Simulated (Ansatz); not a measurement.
Ag:
```
Ag
1.0
    5.32924     0.00000     0.00000
   -2.66462     4.61525     0.00000
    0.00000     0.00000     5.20029
Ag
7
Direct
  0.00000   0.00000   0.25301
  0.00000   0.00000   0.74699
  0.33333   0.66667   0.50000
  0.66667   0.33333   0.50000
  0.00000   0.50000   0.00000
  0.50000   0.00000   0.00000
  0.50000   0.50000   0.00000
```

Relaxed with r²SCAN.

Problem. Map the valence electron density (e/Å³), cut off at 6 on the plane through (0.000, 0.500, 0.000) spanned by u = [1, 1, 0] and v = [1, -1, 0] in lattice vectors, from r²SCAN (plane waves, PAW; program Ansatz).

Solution. x is the fraction of u, y of v (the angle between them is 90°; rows are the nearest grid lines); atoms in the plane: Ag at (0.00, 0.00), Ag at (0.50, 0.50), Ag at (0.00, 0.50), Ag at (0.50, 0.00), Ag at (0.25, 0.25), Ag at (0.75, 0.75).
```
y \ x   0.000  0.0741  0.185  0.259  0.370  0.444  0.556  0.630  0.741  0.815  0.926   1.00
------  -----  ------  -----  -----  -----  -----  -----  -----  -----  -----  -----  -----
1.00     6.00    6.00  0.704  0.319   3.71   6.00   6.00   3.71  0.319  0.704   6.00   6.00
0.925    3.68    2.03  0.291  0.195  0.701   2.64   2.64  0.728  0.238  0.329   2.04   3.68
0.850   0.206   0.175  0.162  0.164  0.163  0.182  0.250  0.424  0.957  0.706  0.274  0.206
0.775   0.200   0.162  0.266  0.303  0.201  0.159  0.479   3.90   6.00   6.00  0.749  0.200
0.700   0.184   0.155  0.226  0.254  0.181  0.152  0.367   2.12   6.00   6.00  0.521  0.184
0.625   0.350   0.273  0.163  0.150  0.203  0.299  0.340  0.314  0.375  0.344  0.328  0.350
0.550    6.00    5.59  0.445  0.247   1.65   6.00   6.00   1.66  0.267  0.462   5.58   6.00
0.450    6.00    5.58  0.462  0.267   1.66   6.00   6.00   1.65  0.247  0.445   5.59   6.00
0.375   0.350   0.328  0.344  0.375  0.314  0.340  0.299  0.203  0.150  0.163  0.273  0.350
0.300   0.184   0.521   6.00   6.00   2.12  0.367  0.152  0.181  0.254  0.226  0.155  0.184
0.225   0.200   0.749   6.00   6.00   3.90  0.479  0.159  0.201  0.303  0.266  0.162  0.200
0.150   0.206   0.274  0.706  0.957  0.424  0.250  0.182  0.163  0.164  0.162  0.175  0.206
0.0750   3.68    2.04  0.329  0.238  0.728   2.64   2.64  0.701  0.195  0.291   2.03   3.68
0.000    6.00    6.00  0.704  0.319   3.71   6.00   6.00   3.71  0.319  0.704   6.00   6.00
```

The density is the valence pseudo-density with augmentation charge, so density and ELF within about 1 Å of a nucleus are not all-electron values.

Space group P6/mmm. The start of the workflow was typed in or built on a structure type; neither database checked (COD, Materials Project) lists it. It is not the phase usual at ambient conditions (space group No. 225). The r²SCAN relaxation kept the symmetry of its start. At this level the phase is mechanically unstable. The run is not spin-polarised.

Potentials: the later of the program's two PAW sets.
